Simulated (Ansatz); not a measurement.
## Notes on a calculation: Ag (fcc)

**What was measured.** A measured cell of cubic Ag (space group Fm-3m) at 293 K, from the Crystallography Open Database (1988, doi:10.1007/BF01174717), has a = 4.086 Å and 17.05 Å³/atom.

Computed with Ansatz (plane waves, PAW, 420 eV cutoff): PBEsol, scalar-relativistic, no spin polarisation, 18×18×18 k-mesh, Gaussian smearing of 0.05 eV. The datasets are Ansatz's generated set soft_2.

Starting cell, 0 % over the database's volume:

```
Ag
1.0
     0.00000    2.04500    2.04500
     2.04500    0.00000    2.04500
     2.04500    2.04500    0.00000
Ag
1
Direct
  0.00000 0.00000 0.00000
```

The steps in volume:

```csv
run,level,k-mesh,kind,V (Å³/atom),P (GPa),E − E(final) (meV/atom),gap on the mesh (eV)
1,PBEsol,18×18×18,fixed cell,17.10,-2.9,4.1,metal
2,PBEsol,18×18×18,fixed cell,16.77,-0.8,0.3,metal
3,PBEsol,18×18×18,fixed cell,16.66,0.0,0.0,metal
```

The cell is relaxed to zero pressure at this level.

The final structure (symmetry read at 0.01 Å). Symmetry: Fm-3m, No. 225, cubic system. The conventional cell has a = 4.054 Å, b = 4.054 Å, c = 4.054 Å, α = 90.00°, β = 90.00°, γ = 90.00°. Ag (site symmetry m-3m) is surrounded by 12 Ag at 2.87 Å. (Neighbours are counted to 15 % beyond the shortest distance.)

At the final geometry the gap, band path included, is zero (metallic). 

**What lies behind the numbers.**

The calculation's cell holds 19 valence electrons, an odd number. Without magnetic order each band takes two, so one stays part-filled and the crystal must be a metal.

**Against experiment.** PBEsol gives 4.054 Å and 16.66 Å³/atom, −2.3 % in volume (−0.8 % in length) from the database's cell. PBEsol was built to cure PBE's overestimate of volumes, and the static lattice lacks thermal expansion.
